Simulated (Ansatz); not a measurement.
Cd₂TeSe:
```
Cd2TeSe
1.0
    4.44328     0.00000     0.00000
   -2.22164     3.84799     0.00000
    0.00000     0.00000     7.27154
Cd Te Se
2 1 1
Direct
  0.66667   0.33333   0.48358
  0.00000   0.00000   0.01495
  0.00000   0.00000   0.62801
  0.66667   0.33333   0.12147
```

This is the PBEsol-relaxed structure. Cartesian axes are those of the cell as given.

Task: All from plane-wave PAW PBEsol (Ansatz code), unless another level is named. Estimate the formation energy from the elements (no fitted shifts).

Result: -0.46 eV/atom.

Task: And the band gap?

Result: 0.16 eV (direct).

Task: Next, the electron effective mass?

Result: 0.030, 0.030, 0.048 mₑ (principal values).

Task: Predict the HSE06 gap on the PBEsol cell.

Result: 1.11 eV.

Task: Next, the hole effective mass, band 2 of 2 at the edge?

Result: 0.029 along x, 1.9 along z (mₑ).

Task: Predict the weight of the conduction-edge state by species (Voronoi cells).

Result: Cd 66 %, Se 23 %, Te 11 %.

Space group P3m1. The first step of the workflow began from a Materials Project structure, measured or hypothetical; the Crystallography Open Database copy checked does not list it. Whether it is the stable phase at ambient conditions was not checked. Symmetry was held in the PBEsol relaxation; of distortions, only those at the zone centre were tested. The references are the lowest solids computed at this level, not always the standard phases. Scalar-relativistic: spin–orbit coupling is off unless named, which matters more the heavier the elements.

Potentials: the later of the program's two PAW sets.
